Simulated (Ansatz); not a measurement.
Bi2HSe3:
```cif
data_H3Bi6Se9
_chemical_formula_sum 'Se9 Bi6 H3'
_space_group_name_H-M_alt 'R3m :H'
_space_group_IT_number 160
_space_group_name_Hall 'R 3 -2"'
_cell_length_a 4.49647
_cell_length_b 4.49647
_cell_length_c 27.47128
_cell_angle_alpha 90.000
_cell_angle_beta 90.000
_cell_angle_gamma 120.000
loop_
_atom_site_label
_atom_site_type_symbol
_atom_site_symmetry_multiplicity
_atom_site_Wyckoff_symbol
_atom_site_fract_x
_atom_site_fract_y
_atom_site_fract_z
_atom_site_occupancy
Se1 Se 3 a 0.00000 0.00000 0.99446 1
Bi1 Bi 3 a 0.00000 0.00000 0.60756 1
Bi2 Bi 3 a 0.00000 0.00000 0.39704 1
Se2 Se 3 a 0.00000 0.00000 0.22201 1
Se3 Se 3 a 0.00000 0.00000 0.77627 1
H1 H 3 a 0.00000 0.00000 0.16832 1
```
(The calculation used a cell of 6 atoms; values per cell refer to that cell.)

Relaxed with r²SCAN+D4.

**Question.** Tabulate the valence density and the electron localisation function along the shortest Bi–Se contact (2.89 Å), DFT-r²SCAN+D4 in the program Ansatz with PAW potentials.

**Answer.** 

```tsv
distance from Bi (Å)	density (e/Å³)	ELF
0.29	7.06	0.13
0.43	5.54	0.16
0.58	3.92	0.25
0.72	2.42	0.35
0.87	1.29	0.39
1.01	0.67	0.37
1.15	0.43	0.34
1.30	0.34	0.36
1.44	0.32	0.45
1.59	0.35	0.59
1.73	0.44	0.71
1.88	0.59	0.77
2.02	0.81	0.78
2.16	1.20	0.74
2.31	2.66	0.62
2.45	8.56	0.39
2.60	25.04	0.18
```

The density is the valence pseudo-density with augmentation charge, so density and ELF within about 1 Å of a nucleus are not all-electron values.

The start of the workflow was typed in or built on a structure type; neither database checked (COD, Materials Project) lists it. Its standing as an ambient phase is unchecked. The cell was relaxed with r²SCAN+D4 under the symmetry of its start; its stability against distortions is not shown here. Spin–orbit coupling is left out wherever it is not named.

Potentials: the earlier of the program's two PAW sets.
